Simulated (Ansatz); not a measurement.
Mg, DFT, LDA, all-electron LAPW, scalar-relativistic (Ansatz 0.2.0), run on 1 thread of Intel(R) Xeon(R) 6975P-C (Granite Rapids) on a shared host.

The cell comes from COD entry 1538898, which wasn't checked; take it as a given geometry. The listed cell was then made from it by scaling, straining or moving an atom.

Command: `ansatz run input.yaml --threads 1 --pin off --max-ram 3072MiB --backend cpu --events-out ev --progress --plain --runs-dir out`

```yaml
crystal:
  lattice:
    - [-1.44697, 1.44697, 1.4765]
    - [1.44697, -1.44697, 1.4765]
    - [1.44697, 1.44697, -1.4765]
  atoms:
    - { symbol: Mg, position: [0.0, 0.0, 0.0] }
kpoints:
  mp_grid: { grid: [19, 19, 19] }
  band_path:
    path:
      - [0.0, 0.0, 0.0]
      - [0.0, 0.0, 0.5]
      - [0.25, 0.25, 0.25]
      - [0.0, 0.5, 0.0]
      - [0.0, 0.0, 0.0]
      - [0.5, 0.5, -0.5]
      - [0.4901, 0.5099, -0.4901]
      - [-0.4901, 0.4901, 0.4901]
      - [0.0, 0.0, 0.0]
    npoints: 5
scf:
  occupations: { method: fermi_dirac, width: 0.03 }
hamiltonian:
  xc: lda
  pseudopotentials: { kind: all_electron, lapw: { basis_error: 0.0005 } }
output:
  forces: true
  stress: true
  eigenvalues: true
```

Q: How large is the problem that the program sets up?

A: 550 irreducible k-points, 87 plane waves at Γ, 9 bands.

Q: Estimate the wall time and the peak memory.

A: 10 s of wall time for 5 SCF iterations, with a peak of 0.42 GiB. Times on shared machines scatter by tens of per cent.
